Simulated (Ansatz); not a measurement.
A geometry of ZrO$_{2}$ away from equilibrium: step 9 of the relaxation of a generated cell, ZrO2 placed in the 2H-MoS2 structure type. All values below come from PBE (plane waves to 420 eV, PAW, scalar-relativistic; Ansatz, an electronic-structure program). Γ-centred k-mesh 10×10×3 on the run's cell (coarser than for final values), Fermi–Dirac smearing 0.05 eV.

```xyz
6
Lattice="3.1085 0.0000 0.0000 -1.5543 2.6920 0.0000 0.0000 0.0000 9.7586" Properties=species:S:1:pos:R:3:forces:R:3 pbc="T T T" free_energy=-10643.527 pressure_GPa=5.3
Zr     0.0000     1.7947     2.4396    0.0000    0.0000    0.0000
Zr     1.5543     0.8973     7.3189    0.0000    0.0000    0.0000
O      0.0000     1.7947     6.1533    0.0000    0.0000   -0.0196
O      1.5543     0.8973     1.2740    0.0000    0.0000   -0.0196
O      1.5543     0.8973     3.6053    0.0000    0.0000    0.0196
O      0.0000     1.7947     8.4846    0.0000    0.0000    0.0196
```

Positions in Å, forces in eV/Å, free energy of the cell in eV (comparable only within this code, potentials and settings). Largest force: 0.02 eV/Å, on O3, O4, O5, O6 (atoms numbered as listed); the geometry lies 0.01 eV/atom above the end of its relaxation.

No spin polarisation in the result. Without a van der Waals term the distances between weakly bound units are poorly fixed.

The run could not lose the symmetry of its start, so the end can be a saddle point.

The end of the path is a generated cell of ZrO2: the first start was made by placing the elements on the sites of a structure type, and the end was not matched to a known phase here, so it may be hypothetical. Known forms of ZrO2 include space group No. 14, 137, 225.
